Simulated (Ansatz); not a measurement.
Zr2Ir in space group I4/mcm (No. 140; Zr on 8h, Ir on 4a) at seven volumes, r²SCAN in the plane-wave PAW code Ansatz, shape and atoms relaxed at each. One row is withheld.

```json
[
 {"V (Å³/atom)": "18.529", "P (GPa)": "15.05"},
 {"V (Å³/atom)": "19.140", "P (GPa)": "9.30"},
 {"V (Å³/atom)": "19.750", "P (GPa)": "4.30"},
 {"V (Å³/atom)": "20.361", "P (GPa)": "0.00"},
 {"V (Å³/atom)": "20.972", "P (GPa)": "?"},
 {"V (Å³/atom)": "21.583", "P (GPa)": "-7.37"},
 {"V (Å³/atom)": "22.194", "P (GPa)": "-10.38"}
]
```

### Question
Fit the shown pressures and predict the withheld one.

### Answer
Third-order Birch–Murnaghan: P = (3/2)B₀(x^(7/2) − x^(5/2))[1 + (3/4)(B′ − 4)(x − 1)] with x = (V₀/V)^(2/3). Least squares on the six rows gives V₀ = 20.351 Å³/atom, B₀ = 137.9 GPa, B′ = 3.24. At V = 20.972, x = 0.9802 and P = -3.95 GPa. The run itself gave -3.90 GPa.

The workflow started from a Materials Project entry (that database holds measured and hypothetical structures alike); the Crystallography Open Database copy checked does not list it. Its standing as an ambient phase is unchecked. Symmetry was held in the r²SCAN relaxation; its stability against distortions is not shown here. The run is not spin-polarised. Scalar-relativistic: spin–orbit coupling is off unless named, which matters more the heavier the elements.

Potentials: the later of the program's two PAW sets.
